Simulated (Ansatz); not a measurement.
# Zincblende alloy of AlAs and GaP (24 of 32 Al sites, 24 of 32 As sites exchanged), 64 atoms

Ansatz, PAW, plane waves. PBEsol relaxation of volume and atoms (shape held) at the single k point (¼, ¼, ¼) without its symmetry partners; single points on the relaxed atoms at the single k point (¼, ¼, ¼) without its symmetry partners, onto which points of the small cell's zone fold. Arrangement: random. No spin–orbit coupling unless named.

Relaxed structure:

```
Al Ga P As
1.0
    10.99905    0.00000    0.00000
     0.00000   10.99905    0.00000
     0.00000    0.00000   10.99905
Al Ga P As
8 24 24 8
Direct
  0.99880 0.99985 0.00019
  0.24576 0.24635 0.99677
  0.24582 0.24593 0.49650
  0.24993 0.00721 0.24936
  0.24591 0.49484 0.75248
  0.99609 0.75381 0.75294
  0.50442 0.24663 0.25351
  0.50011 0.24263 0.74865
  0.99589 0.00314 0.50438
  0.99516 0.49607 0.99789
  0.99635 0.49716 0.49633
  0.50501 0.00274 0.99681
  0.50162 0.99945 0.50010
  0.50432 0.50390 0.00447
  0.50548 0.50298 0.49820
  0.24718 0.75425 0.99708
  0.25753 0.75065 0.50079
  0.75438 0.24678 0.00323
  0.75025 0.25048 0.50008
  0.74955 0.75041 0.00064
  0.75099 0.75133 0.49988
  0.24978 0.99959 0.74880
  0.25002 0.50019 0.25717
  0.75014 0.99948 0.25109
  0.75014 0.00060 0.75007
  0.75053 0.49915 0.24986
  0.75333 0.50331 0.74620
  0.99855 0.25088 0.25006
  0.99786 0.24952 0.74926
  0.99239 0.75019 0.25112
  0.50435 0.74811 0.25306
  0.50469 0.75443 0.74673
  0.12162 0.12618 0.12469
  0.12341 0.12502 0.62638
  0.62779 0.12399 0.12564
  0.62714 0.12319 0.62351
  0.62826 0.62614 0.12737
  0.62747 0.62745 0.62352
  0.37724 0.87717 0.62508
  0.87421 0.37399 0.12614
  0.87476 0.37429 0.62369
  0.87292 0.87578 0.12485
  0.87280 0.87641 0.62588
  0.37693 0.12445 0.37656
  0.37425 0.12252 0.87447
  0.37854 0.62512 0.37588
  0.87417 0.12573 0.37517
  0.87529 0.12422 0.87440
  0.87182 0.62395 0.37513
  0.87369 0.62566 0.87590
  0.12253 0.37340 0.37479
  0.12038 0.37194 0.87532
  0.12350 0.87794 0.87381
  0.62740 0.37514 0.37494
  0.62631 0.87513 0.37597
  0.62748 0.87586 0.87426
  0.12248 0.62438 0.12520
  0.12318 0.62555 0.62459
  0.37473 0.37292 0.12632
  0.37532 0.37305 0.62223
  0.37757 0.87677 0.12535
  0.37611 0.62635 0.87305
  0.12411 0.87679 0.37631
  0.62724 0.37388 0.87448
```

Question: What are the mean bond lengths by pair (pairs within 1.2 times the sum of covalent radii, less contacts 15 % beyond the pair's median; cation–cation pairs of compounds aside; long ionic contacts are cut short by that bound)?

Answer: Al–As 2.431 ± 0.007 Å (standard deviation, 11 bonds); Al–P 2.368 ± 0.006 Å (standard deviation, 21 bonds); As–Ga 2.432 ± 0.005 Å (standard deviation, 21 bonds); Ga–P 2.364 ± 0.006 Å (standard deviation, 75 bonds).

Question: What gap lies between the top filled and the lowest empty level in the single points?

Answer: HSE06 2.71 eV (49 s on NVIDIA H100). Away from Γ this isn't the crystal's band gap. An indirect band minimum needn't fold onto Γ of this cell; where it doesn't, these gaps are too wide.
